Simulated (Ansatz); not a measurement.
GaReSi (space group P4/nmm) relaxed with several functionals in Ansatz (plane waves to 420 eV, scalar-relativistic PAW, no spin-orbit coupling, symmetry kept). The database cell has 13.70 Å³/atom; its temperature or method isn't stated, so the comparison with it is no error of the functional. No moments.

| functional | conventional cell | V (Å³/atom) | against the database cell (%) | gap on mesh (eV) | largest moment (μB) |
| --- | --- | --- | --- | --- | --- |
| PBE | a = 3.210 Å, b = 3.210 Å, c = 8.115 Å, α = 90.00°, β = 90.00°, γ = 90.00° | 13.94 | 1.8 | 0.18 | 0.00 |
| LDA | a = 3.161 Å, b = 3.161 Å, c = 7.965 Å, α = 90.00°, β = 90.00°, γ = 90.00° | 13.26 | -3.2 | 0.15 | 0.00 |
| PBE+D3(BJ) | a = 3.179 Å, b = 3.179 Å, c = 8.034 Å, α = 90.00°, β = 90.00°, γ = 90.00° | 13.53 | -1.2 | 0.17 | 0.00 |

Cost: 3 runs of about 4.4 core-minutes in all, on Intel Xeon Platinum 8488C (Sapphire Rapids) (shared hosts).